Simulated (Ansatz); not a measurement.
Mg₃Cd₂Te₅ (I-4m2) at 2 levels of theory

One geometry, relaxed with PBE; plane waves with PAW potentials in Ansatz, scalar-relativistic. No spin polarisation. Gaps are the least over mesh and band path; pressure is positive in compression.

```cif
data_structure
_symmetry_space_group_name_H-M 'P 1'
_symmetry_Int_Tables_number 1
_cell_length_a 16.6730
_cell_length_b 16.6730
_cell_length_c 16.6730
_cell_angle_alpha 164.007
_cell_angle_beta 164.007
_cell_angle_gamma 22.692
_cell_volume 351.75
loop_
_atom_site_label
_atom_site_type_symbol
_atom_site_fract_x
_atom_site_fract_y
_atom_site_fract_z
_atom_site_occupancy
Mg1 Mg 0.09855 0.09855 0.00000 1
Mg2 Mg 0.50000 0.50000 0.00000 1
Mg3 Mg 0.90145 0.90145 0.00000 1
Cd1 Cd 0.69888 0.69888 0.00000 1
Cd2 Cd 0.30112 0.30112 0.00000 1
Te1 Te 0.04928 0.54928 0.50000 1
Te2 Te 0.45072 0.95072 0.50000 1
Te3 Te 0.85246 0.35246 0.50000 1
Te4 Te 0.25000 0.75000 0.50000 1
Te5 Te 0.64754 0.14754 0.50000 1
```

```csv
level,cutoff (eV),k mesh,gap (eV),pressure (GPa)
PBE,420,8×8×8,1.45,0.0
```

Problem. What comes out on the same cell with r2SCAN?

Solution.
```
 level  cutoff (eV)  k mesh  gap (eV)  pressure (GPa)
r2SCAN          500   8×8×8      1.99            -0.9
```

Spin-orbit coupling matters for the bands of heavy elements and is left out.

The cell was found from a structure generator's guess, not taken from experiment.
